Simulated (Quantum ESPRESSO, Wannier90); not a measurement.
Tight-binding from DFT: AgI (zinc blende)

```xyz
2
Lattice="0.0000 3.2821 3.2821 3.2821 0.0000 3.2821 3.2821 3.2821 0.0000" Properties=species:S:1:pos:R:3 pbc="T T T"
Ag     0.0000     0.0000     0.0000
I      1.6410     1.6410     1.6410
```

Materials Project entry mp-22925; symmetrised, unrelaxed at this level. COD (Crystallography Open Database) has the formula in 2 space groups, this one among them (matched by group alone). Computed values, not measurements, from PBE: Quantum ESPRESSO (norm-conserving PseudoDojo potentials, cutoff 66 Ry, no spin polarisation, no spin-orbit coupling) on a Γ-centred 8×8×8 mesh, then Wannier90. Density: 8×8×8 mesh, cold smearing 0.01 Ry. Spin-orbit coupling is left out although heavy elements are present.

Bands 5-13 form an isolated set from -12.64 to 0.00 eV relative to the valence-band maximum (on the path) and are turned into 9 Wannier functions by minimising the spread from the start: SCDM (isolated).

Centres (Cartesian, Å; one of the equivalent choices) and spreads:

```csv
n,x,y,z,spread (Å²),nearest atom
1,-0.011,-0.020,-0.013,0.802,Ag1
2,0.016,0.019,0.006,0.800,Ag1
3,-0.004,-0.013,-0.004,0.774,Ag1
4,0.015,0.008,0.003,0.784,Ag1
5,-0.015,0.006,0.009,0.785,Ag1
6,1.242,2.040,2.040,1.807,I2
7,2.040,2.040,1.242,1.807,I2
8,1.242,1.242,1.242,1.807,I2
9,2.040,1.242,2.040,1.807,I2
```

Ω_I = 10.06 Å², Ω_total = 11.17 Å²; the interpolated bands follow pw.x to 1.9 meV rms on the path. It is the lowest total spread that any start reached here.
